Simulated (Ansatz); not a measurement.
## Hf2Ge: from a starting cell to a relaxed one

The relaxed structure here is a generated cell of Hf2Ge: the first start was made by placing the elements on the sites of a structure type, and the end was not matched to a known phase here, so it may be hypothetical.

The start is a generated cell, Hf2Ge built in the AFLOW prototype A2B_tP6_136_f_a (C4, as in TiO2). The structure is fully relaxed (lattice and positions, P = 0) with r2SCAN (plane waves to 500 eV, PAW, scalar-relativistic; Ansatz, an electronic-structure program). The first steps use a coarse 4×4×6 k-mesh.

The start:
```
CELL_PARAMETERS angstrom
      5.75449     0.00000     0.00000
      0.00000     5.75449     0.00000
      0.00000     0.00000     3.70592
ATOMIC_POSITIONS crystal
  Ge 0.00000 0.00000 0.00000
  Ge 0.50000 0.50000 0.50000
  Hf 0.30496 0.30496 0.00000
  Hf 0.80496 0.19504 0.50000
  Hf 0.19504 0.80496 0.50000
  Hf 0.69504 0.69504 0.00000
```

**Question.** What pressure does the first self-consistent step give?

**Answer.** +21 GPa (positive: the cell is compressed).

**Question.** Which atoms feel the largest initial force, and how large is it?

**Answer.** About 1.8 eV/Å, on Hf3, Hf4, Hf5, Hf6 (atoms numbered as listed).

**Question.** By how much does the energy per atom fall from start to end?

**Answer.** 0.20 eV/atom.

**Question.** How does the volume change?

**Answer.** +14.6 %, from 20.45 to 23.43 Å³/atom.

**Question.** How do the shortest distances between atoms change?

**Answer.** The closest pairs of elements (up to four, under 3.6 Å), start → end: Ge–Hf 2.44 → 2.54 Å; Hf–Hf 3.17 → 3.47 Å.

**Question.** What band gap does the relaxed structure have at this level?

**Answer.** Zero (metallic).

**Question.** Write out the relaxed structure.

**Answer.** 
Space group P4₂/mnm (No. 136); a = 6.050 Å, b = 6.050 Å, c = 3.841 Å, α = 90.00°, β = 90.00°, γ = 90.00°

```json
[
 {"atom": "Ge", "site": "2a", "symmetry": "m.mm", "x": "0.0000", "y": "0.0000", "z": "0.0000"},
 {"atom": "Hf", "site": "4f", "symmetry": "m.2m", "x": "0.2974", "y": "0.2974", "z": "0.0000"}
]
```

The space group stays P4₂/mnm (No. 136) (the run could not lower it); the end is anti-rutile type, with 6 atoms in the primitive cell. Final values are on a 8×8×12 k-mesh of the relaxed cell. No spin polarisation in the result.

The run could not lose the symmetry of its start: the end is stationary, and may be a saddle point rather than a minimum.
